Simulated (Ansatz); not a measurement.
**Property card for Y**

Y:
```yaml
crystal:
  lattice:
    - [0.00000, 2.55069, 2.55069]
    - [2.55069, 0.00000, 2.55069]
    - [2.55069, 2.55069, 0.00000]
  atoms:
    - { symbol: Y, position: [0.00000, 0.00000, 0.00000] }
```

Space group Fm-3m (No. 225), fcc (Cu type); conventional cell a = b = c = 5.101 Å, α = β = γ = 90.00°.

Method: DFT-r²SCAN in the program Ansatz with PAW potentials. The cell and atoms are relaxed at this level. Other levels are named where they apply.

Cell and energy:

- Volume per atom: 33.19 Å³
- Density: 4.45 g/cm³

Electronic structure:

Electronic character: metallic (no gap)
Density of states at the Fermi level: 1.7 states/eV per atom (mean over ±0.08 eV)
Gap with spin–orbit coupling: none (metallic)

Mechanics:

- Bulk modulus (Birch–Murnaghan fit): 37.7 GPa
- Pressure derivative B′: 3.2
- Elastic constants (relaxed ions, GPa): C11 = 48.0, C12 = 31.9, C44 = 27.3
- Mechanical stability: stable (all eigenvalues of C positive)
- Hill bulk and shear moduli: 37.2 and 16.8 GPa
- Young's modulus: 43.8 GPa
- Poisson's ratio: 0.30
- Debye temperature from the elastic constants: 201 K

Phonons:

- Dynamical stability on the path: stable (no imaginary branch)
- Zero-point energy: 18.0 meV/atom
- Vibrational entropy at 300 K: 45.6 J/(K·mol of atoms)

The workflow started from a Materials Project entry (that database holds measured and hypothetical structures alike); the Crystallography Open Database files this formula in space group No. 225, but the cells were not matched. It is not the phase usual at ambient conditions (space group No. 194). The cell was relaxed with r²SCAN under the symmetry of its start. The run is not spin-polarised. As this level gives no gap, shear constants depend on the k-mesh and smearing (Fermi–Dirac, 0.1 eV here). As this level gives no gap, phonon frequencies hold no LO–TO term and depend on the k-mesh and smearing (Fermi–Dirac, 0.1 eV here). Spin–orbit coupling is left out wherever it is not named.

Potentials: the earlier of the program's two PAW sets. The files were generated under PBE; for other functionals the program regenerates the frozen cores, and for LDA and PBEsol the local potential too.
